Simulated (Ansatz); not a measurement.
Given:

CuFe2Se2:
```yaml
crystal:
  lattice:
    - [3.60977, 0.00000, 0.00000]
    - [0.00000, 3.60977, 0.00000]
    - [0.00000, 0.00000, 6.52201]
  atoms:
    - { symbol: Fe, position: [0.50000, 0.50000, 0.00000], spin: 2.6 }
    - { symbol: Fe, position: [0.00000, 0.00000, 0.00000], spin: 2.8 }
    - { symbol: Se, position: [0.50000, 0.00000, 0.25878], spin: 0.2 }
    - { symbol: Se, position: [0.00000, 0.50000, 0.74122], spin: 0.2 }
    - { symbol: Cu, position: [0.00000, 0.00000, 0.50000], spin: 0.0 }
```

This is the PBE+D3(BJ)-relaxed structure.

All from PBE+D3(BJ) in the plane-wave PAW code Ansatz, unless another level is named. Predict the electronic character.

metallic (no gap).

Predict the density of states at the Fermi level.

0.52 states/eV per atom (mean over ±0.08 eV).

Give the formation energy from the elements (no fitted shifts).

0.013 eV/atom.

Space group P-4m2. A made-up cell: these elements were put on the sites of a structure type; neither database checked (COD, Materials Project) lists it. Its standing as an ambient phase is unchecked. Symmetry was held in the PBE+D3(BJ) relaxation; whether a distortion lowers the energy is not shown. The final state is ferromagnetic, chosen from 3 collinear starts compared on coarse meshes (ties went to the first, and starts can fall back to one state), not a proven ground state. No Hubbard U is applied. The compound may be a true metal, but semilocal functionals without U, or a wrong spin order, can also close a gap. The references are the lowest solids computed at this level, not always the standard phases. Scalar-relativistic: spin–orbit coupling is off unless named, which matters more the heavier the elements.

Potentials: the later of the program's two PAW sets.
